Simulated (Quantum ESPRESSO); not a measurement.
Band energies of SnTe

```xyz
2
Lattice="0.0000 3.1858 3.1858 3.1858 0.0000 3.1858 3.1858 3.1858 0.0000" Properties=species:S:1:pos:R:3 pbc="T T T"
Sn     0.0000     0.0000     0.0000
Te     3.1858     3.1858     3.1858
```

LDA (pw.x of Quantum ESPRESSO, ONCV potentials, without SOC); path ΓXWKΓLUWLK,UX; energies in eV from the Fermi level.

| k (1/Å) | point | band 11 | band 12 | band 13 | band 14 | band 15 | band 16 | band 17 | band 18 |
|---|---|---|---|---|---|---|---|---|---|
| 0.00 | Γ | -12.57 | -4.95 | -1.99 | -1.99 | -1.99 | 3.25 | 3.25 | 3.25 |
| 0.33 |  | -12.29 | -5.90 | -2.46 | -2.46 | -0.74 | 0.91 | 3.43 | 3.43 |
| 0.66 |  | -11.58 | -6.68 | -3.48 | -3.21 | -3.21 | 2.73 | 3.63 | 4.18 |
| 0.99 | X | -11.12 | -6.53 | -5.29 | -3.52 | -3.52 | 2.36 | 4.72 | 4.72 |
| 1.48 | W | -11.04 | -7.32 | -4.57 | -4.57 | -0.78 | 0.83 | 4.64 | 4.64 |
| 1.83 | K | -11.09 | -7.36 | -4.91 | -3.04 | -2.61 | 2.95 | 3.02 | 4.24 |
| 2.14 |  | -11.42 | -7.57 | -3.99 | -1.97 | -1.16 | 1.08 | 1.26 | 4.19 |
| 2.46 |  | -12.12 | -6.49 | -2.82 | -1.53 | -0.61 | 1.00 | 1.14 | 3.42 |
| 2.87 | Γ | -12.57 | -4.95 | -1.99 | -1.99 | -1.99 | 3.25 | 3.25 | 3.25 |
| 3.19 |  | -12.30 | -6.09 | -1.93 | -1.93 | -1.28 | 2.10 | 2.11 | 2.11 |
| 3.51 |  | -11.64 | -7.72 | -1.74 | -1.74 | -0.50 | 0.68 | 0.76 | 0.76 |
| 3.73 | L | -11.39 | -8.19 | -1.65 | -1.65 | -0.01 | 0.01 | 0.43 | 0.43 |
| 3.83 |  | -11.37 | -8.16 | -2.03 | -1.76 | -0.55 | 0.30 | 0.58 | 1.16 |
| 4.23 |  | -11.12 | -7.54 | -4.64 | -2.86 | -2.35 | 2.51 | 2.67 | 4.71 |
| 4.33 | U | -11.09 | -7.36 | -4.91 | -3.04 | -2.61 | 2.95 | 3.02 | 4.24 |
| 4.56 |  | -11.05 | -7.33 | -4.75 | -4.21 | -1.19 | 1.25 | 4.13 | 5.05 |
| 4.68 | W | -11.04 | -7.32 | -4.57 | -4.57 | -0.78 | 0.83 | 4.64 | 4.64 |
| 4.88 |  | -11.11 | -7.55 | -4.22 | -4.05 | -0.84 | 0.70 | 4.11 | 4.43 |
| 5.18 |  | -11.33 | -8.07 | -2.65 | -2.24 | -0.83 | 0.34 | 1.43 | 2.07 |
| 5.38 | L | -11.39 | -8.19 | -1.65 | -1.65 | -0.01 | 0.01 | 0.43 | 0.43 |
| 5.55 |  | -11.34 | -8.10 | -2.53 | -1.94 | -0.97 | 0.72 | 0.85 | 1.87 |
| 5.81 |  | -11.16 | -7.68 | -4.31 | -2.69 | -2.11 | 2.15 | 2.31 | 4.45 |
| 5.98 | K | -11.09 | -7.36 | -4.91 | -3.04 | -2.61 | 2.95 | 3.02 | 4.24 |
| 5.98 | U | -11.09 | -7.36 | -4.91 | -3.04 | -2.61 | 2.95 | 3.02 | 4.24 |
| 6.33 | X | -11.12 | -6.53 | -5.29 | -3.52 | -3.52 | 2.36 | 4.72 | 4.72 |

Along the path the LDA gap is only about 0.01 eV, below what this setup resolves reliably; no G0W0 run was built on it. Semilocal functionals shrink small gaps, and the order of the bands at the edge may be inverted.

Without spin-orbit coupling, band edges of such heavy elements can be off by tenths of an eV.

Geometry of the Materials Project entry, not relaxed at this level.
